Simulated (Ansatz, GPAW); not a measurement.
Given: the input of a run of GPAW 26.7.0 (ASE script) on NbTe. Atoms were shifted at random by some hundredths of an Å from the given cell, which wasn't relaxed again for these runs. The cell comes from a database or a generator and needn't be the stable form of this composition.

File run.py:

```python
from ase.dft.bandgap import bandgap
from ase.io import read, write
from ase.units import GPa
from gpaw import GPAW, PW

atoms = read('NbTe.xyz')

calc = GPAW(mode=PW(600),
            xc='PBE',
            kpts={'size': (8, 8, 7), 'gamma': True},
            occupations={'name': 'fermi-dirac', 'width': 0.05},
            nbands=20,
            convergence={'density': 1e-05, 'energy': 1e-05},
            maxiter=150,
            txt='gpaw.txt')
atoms.calc = calc
energy = atoms.get_potential_energy()
forces = atoms.get_forces()
stress = atoms.get_stress()
calc.write('gs.gpw')
write('result.traj', atoms)
print(f'Energy: {energy:.6f} eV')
print('Forces (eV/A):')
print(forces.round(4))
print('Stress (GPa):', (stress / GPa).round(3))
print('Fermi level:', round(calc.get_fermi_level(), 4), 'eV')
print(f'Gap: {bandgap(calc)[0]:.4f} eV, direct: {bandgap(calc, direct=True)[0]:.4f} eV')
```

The input NbTe.xyz:

```xyz
2
Lattice="3.7029743866 0.0000000000 0.0000000000 -1.8514871933 3.2068698884 0.0000000000 0.0000000000 0.0000000000 3.6942110000" Properties=species:S:1:pos:R:3 pbc="T T T"
Te     1.8537200869      1.0567213519     -0.0208205732
Nb     0.0075188895     -0.0087066517      1.8724256222
```

Potentials or basis: GPAW PAW data sets (gpaw-data 1.2.1), pw.

Run with:

```bash
$ OMP_NUM_THREADS=1 python run.py
```

Translate it to Ansatz 0.2.0. Potentials or basis there: Ansatz PAW (earlier soft set), cutoff 420 eV.

As run (cutoffs and basis follow the program's own potentials, and thresholds, step limits or extra output files can differ):

File input.yaml:

```yaml
crystal:
  lattice:
    - [3.7029743866, 0.0, 0.0]
    - [-1.8514871933, 3.2068698884, 0.0]
    - [0.0, 0.0, 3.694211]
  atoms:
    - { symbol: Te, position: [0.665362, 0.329518, -0.005636] }
    - { symbol: Nb, position: [0.000673, -0.002715, 0.506854] }
hamiltonian:
  xc: pbe
  pseudopotentials: { kind: paw, azcp: { folder: soft_1 } }
kpoints:
  mp_grid: { grid: [8, 8, 7] }
scf:
  occupations: { method: fermi_dirac, width: 0.05 }
output:
  forces: true
  stress: true
  eigenvalues: true
```

Potentials or basis: Ansatz PAW soft_1.

Run with:

```bash
$ ansatz run input.yaml --threads 1 --pin off --max-ram 3584MiB --backend cpu --events-out ev --progress --plain --runs-dir out
```

Both were run:

|  | GPAW | Ansatz |
| --- | --- | --- |
| Pressure | -1.4 GPa | -0.5 GPa |
| Largest force | 0.438 eV/Å | 0.449 eV/Å |
| Energy over the undisturbed cell | 5.1 meV/atom | 5.2 meV/atom |

Ansatz's pressure holds a Pulay term of +0.03 GPa for its cutoff of 420 eV, which the other run lacks.

The potentials hold 19 and 29 valence electrons a cell.

Where Ansatz's input types no cutoff or centring, it takes its own default and a Γ-centred mesh.

Pressure is positive in compression.
